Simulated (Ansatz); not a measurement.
The relaxation started from an entry of Materials Project.

A relaxed structure of Ba$_{3}$SrNb$_{2}$O$_{9}$. Method: r2SCAN (plane waves to 500 eV, PAW, scalar-relativistic; Ansatz, a first-principles code).

```
CELL_PARAMETERS angstrom
      5.95812     0.00000     0.00000
     -2.97906     5.15988     0.00000
      0.00000     0.00000     7.64311
ATOMIC_POSITIONS crystal
  Ba 0.00000 0.00000 0.00000
  Ba 0.66667 0.33333 0.29722
  Ba 0.33333 0.66667 0.70278
  Sr 0.00000 0.00000 0.50000
  Nb 0.66667 0.33333 0.83226
  Nb 0.33333 0.66667 0.16774
  O  0.35413 0.17706 0.70229
  O  0.64587 0.82294 0.29771
  O  0.82294 0.17706 0.70229
  O  0.17706 0.82294 0.29771
  O  0.82294 0.64587 0.70229
  O  0.17706 0.35413 0.29771
  O  0.50000 0.00000 0.00000
  O  0.00000 0.50000 0.00000
  O  0.50000 0.50000 0.00000
```

Problem. Determine the symmetry and give the standard cell with its independent sites.

Solution. Space group P-3m1 (No. 164); a = 5.9581 Å, b = 5.9581 Å, c = 7.6431 Å, α = 90.00°, β = 90.00°, γ = 120.00°

```csv
atom,site,symmetry,x,y,z
Ba,1a,-3m.,0.0000,0.0000,0.0000
Ba,2d,3m.,0.6667,0.3333,0.2972
Sr,1b,-3m.,0.0000,0.0000,0.5000
Nb,2d,3m.,0.3333,0.6667,0.1677
O,6i,.m.,0.1771,0.3541,0.2977
O,3e,.2/m.,0.0000,0.5000,0.0000
```

Problem. Give the shortest distances between elements (the closest pairs, up to four, under 3.6 Å).

Solution. Nb–O 1.89 Å; O–Sr 2.39 Å; O–O 2.79 Å; Ba–O 2.85 Å.

| Property | Value |
|---|---|
| Volume per atom | 15.66 Å³ |
| Band gap | 3.46 eV, indirect (valence top at A, conduction bottom at Γ) (no spin-orbit coupling) |
| Smallest direct gap | 3.51 eV at Γ |

No spin polarisation in the result.

The run could not lose the symmetry of its start.
